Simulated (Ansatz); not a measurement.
A distorted cell of BaTiO3 (tetragonal-perovskite type, space group P4mm):

```yaml
crystal:
  lattice:
    - [3.97230, 0.00000, 0.00000]
    - [0.00000, 3.97230, 0.00000]
    - [0.00000, 0.00000, 4.11282]
  atoms:
    - { symbol: Ti, position: [0.50000, 0.50000, 0.45232] }
    - { symbol: Ba, position: [0.00000, 0.00000, 0.93423] }
    - { symbol: O, position: [0.43203, 0.50000, 0.86235] }
    - { symbol: O, position: [0.50000, 0.00000, 0.41214] }
    - { symbol: O, position: [0.00000, 0.50000, 0.41214] }
```

Calculation: r2SCAN (plane waves to 500 eV, PAW, scalar-relativistic; Ansatz, a program for electronic structure). k mesh 7×7×7 (Γ-centred), Fermi-Dirac smearing 0.05 eV. E stands for the smeared free energy. Stress and pressure are positive under compression. BaTiO3 is run without spin polarisation. BaTiO3 was relaxed with its symmetry unable to fall.

### Question
Predict the force on every atom, in eV/Å.

### Answer
```json
[
 {"atom": "Ti1", "Fx": "-0.127", "Fy": "0.000", "Fz": "-1.540"},
 {"atom": "Ba2", "Fx": "-0.330", "Fy": "0.000", "Fz": "-0.076"},
 {"atom": "O3", "Fx": "1.403", "Fy": "0.000", "Fz": "2.577"},
 {"atom": "O4", "Fx": "0.111", "Fy": "0.000", "Fz": "-0.426"},
 {"atom": "O5", "Fx": "-1.056", "Fy": "0.000", "Fz": "-0.535"}
]
```

### Question
Give the stress tensor in GPa and the pressure.

### Answer
```
    2.5      0.0      1.4
    0.0      2.8      0.0
    1.4      0.0     11.1
```
The pressure, a third of the trace, is 5.5 GPa.

### Question
In it atom 3 sits (-0.270, 0.000, -0.135) Å away from its relaxed site. What is its energy relative to the relaxed cell?

### Answer
362 meV/cell.

(For displaced atoms, the force is minus the slope of the energy, and its curvature is a force constant, which sets phonon frequencies.)
